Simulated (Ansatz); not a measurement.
ZrN in space group Pm-3m (No. 221; Zr on 3c, N on 3d), a = 4.4318 Å, b = 4.4318 Å, c = 4.4318 Å, α = 90.00°, β = 90.00°, γ = 90.00°.

Relaxed with PBEsol.

Problem. Which orbitals make up the states near the Fermi level in the program Ansatz at the PBEsol level (PAW)?

Solution. Within 0.5 eV of the Fermi level: N 2p 48 %, Zr 4d 47 %. Projections are on Löwdin-orthogonalised atomic valence shells; empty p or d shells of many metals are not among them.

Problem. Tabulate the density of states.

Solution. States/eV per cell of 6 atoms, in 0.25 eV bins, energy from the Fermi level.

```csv
E (eV),total,Zr 4d,N 2p,Zr 5s
-7.85,0.00,0.00,0.00,0.00
-7.60,0.00,0.00,0.00,0.00
-7.35,0.00,0.00,0.00,0.00
-7.10,0.00,0.00,0.00,0.00
-6.85,0.00,0.00,0.00,0.00
-6.60,0.00,0.00,0.00,0.00
-6.35,0.00,0.00,0.00,0.00
-6.10,0.00,0.00,0.00,0.00
-5.85,0.00,0.00,0.00,0.00
-5.60,0.00,0.00,0.00,0.00
-5.35,0.00,0.00,0.00,0.00
-5.10,0.01,0.00,0.00,0.00
-4.85,0.21,0.10,0.10,0.00
-4.60,0.79,0.31,0.42,0.05
-4.35,3.69,1.26,2.02,0.31
-4.10,4.70,1.40,2.65,0.49
-3.85,5.29,1.70,2.93,0.48
-3.60,6.18,2.12,3.28,0.53
-3.35,4.46,1.44,2.70,0.15
-3.10,4.59,1.50,2.71,0.18
-2.85,5.84,2.03,3.24,0.29
-2.60,7.20,2.58,3.94,0.33
-2.35,4.18,1.22,2.63,0.11
-2.10,3.10,0.98,1.86,0.09
-1.85,5.07,1.91,2.73,0.19
-1.60,4.43,1.64,2.42,0.17
-1.35,4.25,1.54,2.36,0.16
-1.10,3.45,1.25,1.99,0.11
-0.85,3.16,1.19,1.84,0.05
-0.60,2.94,1.35,1.48,0.03
-0.35,5.00,1.94,2.89,0.03
-0.10,5.95,2.48,3.23,0.07
0.15,4.01,2.11,1.68,0.10
0.40,3.08,1.97,0.93,0.09
0.65,4.65,3.41,0.77,0.25
0.90,4.80,3.66,0.66,0.24
1.15,2.60,1.99,0.32,0.12
1.40,0.40,0.32,0.05,0.02
1.65,0.96,0.76,0.10,0.07
1.90,1.41,1.14,0.13,0.10
2.15,1.32,1.09,0.11,0.07
2.40,1.36,1.17,0.10,0.06
2.65,1.35,1.18,0.09,0.04
2.90,1.63,1.43,0.11,0.04
3.15,2.42,2.12,0.20,0.04
3.40,3.64,2.97,0.52,0.03
3.65,4.98,3.93,0.85,0.04
3.90,3.94,3.12,0.63,0.04
4.15,3.78,3.02,0.56,0.05
4.40,3.52,2.70,0.66,0.03
4.65,4.78,3.63,0.96,0.03
```

The start of the workflow was typed in or built on a structure type; neither database checked (COD, Materials Project) lists it. It is not the phase usual at ambient conditions (space group No. 225). The PBEsol relaxation kept the symmetry of its start; whether a distortion lowers the energy is not shown. The run is not spin-polarised. The volume moved by 17 % from the start of the relaxation. With an odd number of electrons in the cell and no spin polarisation, the count alone makes it a metal. Scalar-relativistic: spin–orbit coupling is off unless named, which matters more the heavier the elements.

Potentials: the earlier of the program's two PAW sets. The files were generated under PBE; for other functionals the program regenerates the frozen cores, and for LDA and PBEsol the local potential too.
